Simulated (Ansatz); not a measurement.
A geometry of CdAu away from equilibrium: step 8 of the relaxation of a generated trial cell of CdAu in the AFLOW prototype AB_hR6_160_3a_3a (as in SiC). Method: PBEsol (plane waves to 420 eV, PAW, scalar-relativistic; Ansatz, a quantum-chemistry and plane-wave program). Γ-centred k-mesh 10×10×10 on the run's cell (coarser than for final values), Fermi–Dirac smearing 0.05 eV.

```xyz
6
Lattice="2.1583 1.2461 10.4540 -2.1583 1.2461 10.4540 0.0000 -2.4922 10.4540" Properties=species:S:1:pos:R:3 pbc="T T T"
Au     0.0000     0.0000    -0.0042
Au     0.0000     0.0000     6.9572
Au     0.0000     0.0000    24.3725
Cd     0.0000     0.0000     2.6321
Cd     0.0000     0.0000     9.5986
Cd     0.0000     0.0000    27.0085
```

Question: Which atoms carry the largest force, and which way does it point?

Answer: No atom: all forces are below 0.005 eV/Å; only the cell is out of equilibrium.

Question: What is the pressure?

Answer: +2.2 GPa, compression positive.

Question: How much energy per atom can still be gained by relaxing?

Answer: 0.43 eV/atom; the path ends in R3m (No. 160).

No spin polarisation in the result.

The run could not lose the symmetry of its start: the end is stationary, and may be a saddle point rather than a minimum.

The end of the path is a generated cell of CdAu: the first start was made by placing the elements on the sites of a structure type, and the end was not matched to a known phase here, so it may be hypothetical.
